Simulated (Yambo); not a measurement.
Yambo input for ZnCl₂ (space group P4_2/nmc, No. 137) (a = b = 3.6786 Å, c = 10.7475 Å, α = β = γ = 90.00°), on norm-conserving PBEsol (Quantum ESPRESSO, 84 Ry, without SOC) wavefunctions on a 4×4×2 mesh:

```
optics
chi
dipoles
kernel
FFTGvecs= 40 Ry
Chimod= "HARTREE"
NGsBlkXd= 3 Ry
% QpntsRXd
 1 | 1 |
%
% BndsRnXd
 9 | 119 |
%
GrFnTpXd= "R"
% EnRngeXd
 0.0 | 20.0 | eV
%
% DmRngeXd
 0.2 | 0.2 | eV
%
CGrdSpXd= 50
ETStpsXd= 161
% LongDrXd
 1.0 | 0.0 | 0.0 |
%
% XfnQP_E
 2.538 | 1.0 | 1.0 |
%
```

First lines of the file o-*.eps_q1_inv_rpa_dyson:

```
Absorption @ Q(1):   1.00000000     0.00000000     0.00000000    [q->0 direction]
#
# [ X ] Hartree size     :   83
# [GEN] GF Energies     : Perdew, Burke & Ernzerhof SOL(X)+Perdew, Burke & Ernzerhof SOL(C)+ user defined corrections @E
# [GEN] Green`s Function     : Retarded
#
# [GEN] Gauge     : Length
# [GEN] [r,Vnl] included     : yes
#
#    E[1] [eV]     Im(eps)     Re(eps)     Im(eps_o)     Re(eps_o)
#
     0.000000     0.48016E-17     2.742997     0.37563E-17     3.072932
     0.125000     0.742730E-3     2.743229     0.881735E-3     3.073207
     0.250000     0.001487     2.743924     0.001765     3.074033
     0.375000     0.002235     2.745085     0.002653     3.075411
     0.500000     0.002988     2.746714     0.003546     3.077344
     0.625000     0.003747     2.748814     0.004446     3.079836
     0.750000     0.004515     2.751390     0.005356     3.082893
     0.875000     0.005294     2.754449     0.006278     3.086522
     1.000000     0.006085     2.757997     0.007214     3.090729
     1.125000     0.006890     2.762042     0.008166     3.095525
     1.250000     0.007711     2.766595     0.009136     3.100921
     1.375000     0.008552     2.771665     0.010126     3.106927
     1.500000     0.009413     2.777266     0.011141     3.113558
     1.625000     0.010298     2.783411     0.012182     3.120830
     1.750000     0.011210     2.790116     0.013252     3.128760
     1.875000     0.012151     2.797398     0.014354     3.137367
     2.000000     0.013124     2.805276     0.015493     3.146672
     2.125000     0.014134     2.813772     0.016672     3.156699
     2.250000     0.015184     2.822909     0.017896     3.167474
     2.375000     0.016279     2.832714     0.019168     3.179026
     2.500000     0.017424     2.843216     0.020495     3.191388
     2.625000     0.018623     2.854446     0.021881     3.204593
     2.750000     0.019883     2.866442     0.023334     3.218682
     2.875000     0.021211     2.879241     0.024861     3.233697
     3.000000     0.022614     2.892890     0.026469     3.249687
     3.125000     0.024102     2.907436     0.028169     3.266705
     3.250000     0.025685     2.922935     0.029971     3.284811
     3.375000     0.027374     2.939450     0.031887     3.304071
     3.500000     0.029185     2.957049     0.033932     3.324559
     3.625000     0.031132     2.975812     0.036123     3.346360
     3.750000     0.033235     2.995828     0.038478     3.369569
     3.875000     0.035518     3.017200     0.041023     3.394294
     4.000000     0.038009     3.040046     0.043785     3.420659
```
(The file goes on to the top of the energy range.) Convergence of the RPA response with its 4×4×2 mesh was not tested. The scissor comes from a G0W0 run whose convergence isn't established.

Geometry relaxed with PBE+D3(BJ).
